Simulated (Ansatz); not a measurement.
Be: energy along a strain

Be, P6_3/mmc, a = 2.300 Å, c = 3.601 Å (as given, not relaxed at this level: -5.7 GPa). Ansatz: PBEsol, PAW, 420 eV, Γ-centred 24×24×14 mesh on 2 atoms, Gaussian smearing 0.15 eV; no spin polarisation. Cell vectors (Å): 2.300 0.000 0.000; -1.150 1.991 0.000; 0.000 0.000 3.601. The cell is strained by x per cent times the pattern (0 1 0 0 0 0) in the order xx yy zz yz xz xy (engineering shears), with fractional coordinates held. y is the free energy over the start, V0 = 8.245 Å³/atom. Points with a strain past 8.5 % were computed too (3) and aren't used here.

```tsv
x (%)	y (meV/atom)
-7.50	?
-5.00	3.78
-2.50	-3.30
0.00	0.00
2.50	11.82
5.00	31.44
7.50	58.07
```

Q: Fit y = c1 x + c2 x² + c3 x³ to the other rows, get the stiffness along the pattern, and predict the missing energy.

A: Least squares on the rows shown. y = 3.0484 x + 0.70484 x² − 0.010624 x³. The clamped-ion stiffness p·C·p = 2 × 7.048 eV × 160.2 / 8.245 Å³ = 274 GPa, which is C22 in these axes (second derivative at the start, which stands under stress). At x = -7.50 the fit asked for gives 21.27 meV/atom. The run gave 23.19 meV/atom, so the fit is 1.92 meV/atom too low, 3.1 % of the span of the series, against an rms of 0.13 meV/atom on the fitted rows. The row lies outside the fitted range. With a term in x⁴ added, a fit to the same known rows predicts 23.36 meV/atom, so most of the miss is curvature that the known rows already hold.